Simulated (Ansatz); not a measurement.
Computed properties of NiGe

NiGe:
```
CELL_PARAMETERS angstrom
      5.23027     0.00000     0.00000
      0.00000     3.43245     0.00000
      0.00000     0.00000     5.67516
ATOMIC_POSITIONS crystal
  Ni 0.50716 0.25000 0.69029
  Ni 0.49284 0.75000 0.30971
  Ni 0.99284 0.75000 0.19029
  Ni 0.00716 0.25000 0.80971
  Ge 0.68993 0.25000 0.08986
  Ge 0.31007 0.75000 0.91014
  Ge 0.81007 0.75000 0.58986
  Ge 0.18993 0.25000 0.41014
```

Space group Pnma (No. 62); conventional cell a = 5.2303 Å, b = 3.4325 Å, c = 5.6752 Å, α = β = γ = 90.00°.

Method: LDA in the plane-wave PAW code Ansatz. Geometry: relaxed at this level of theory. Other levels are named where they apply.

Cell and energy:

* **Volume per atom**: 12.74 Å³
* **Density**: 8.56 g/cm³
* **Formation energy from the elements (no fitted shifts)**: -37 kJ/mol-atom

Electronic structure:

* **Electronic character**: metallic (no gap)
* **Density of states at the Fermi level**: 0.29 states/eV per atom (mean over ±0.08 eV)

Mechanics:

- Bulk modulus (Birch–Murnaghan fit): 163 GPa
- Pressure derivative B′: 4.9
- Elastic constants (relaxed ions, GPa): C11 = 247, C22 = 219, C33 = 203, C12 = 166, C13 = 125, C23 = 127, C44 = 80.0, C55 = 124, C66 = 126
- Mechanical stability: stable (all eigenvalues of C positive)
- Hill bulk and shear moduli: 165 and 72.8 GPa
- Young's modulus: 191 GPa
- Poisson's ratio: 0.31
- Debye temperature from the elastic constants: 416 K

Phonons:

- Highest zone-centre frequency: 288 cm⁻¹
- Zone-centre stability: no imaginary mode at Γ

The LDA relaxation kept the symmetry of its start. No spin polarisation was allowed. As this level gives no gap, shear constants depend on the k-mesh and smearing (Fermi–Dirac, 0.1 eV here). As this level gives no gap, phonon frequencies hold no LO–TO term and depend on the k-mesh and smearing (Fermi–Dirac, 0.1 eV here). On the denser mesh and wider smearing of the elastic run this cell carries a stress of 0.5 GPa. The references are the lowest solids computed at this level, not always the standard phases. Scalar-relativistic: spin–orbit coupling is off unless named, which matters more the heavier the elements.

Potentials: the later of the program's two PAW sets.
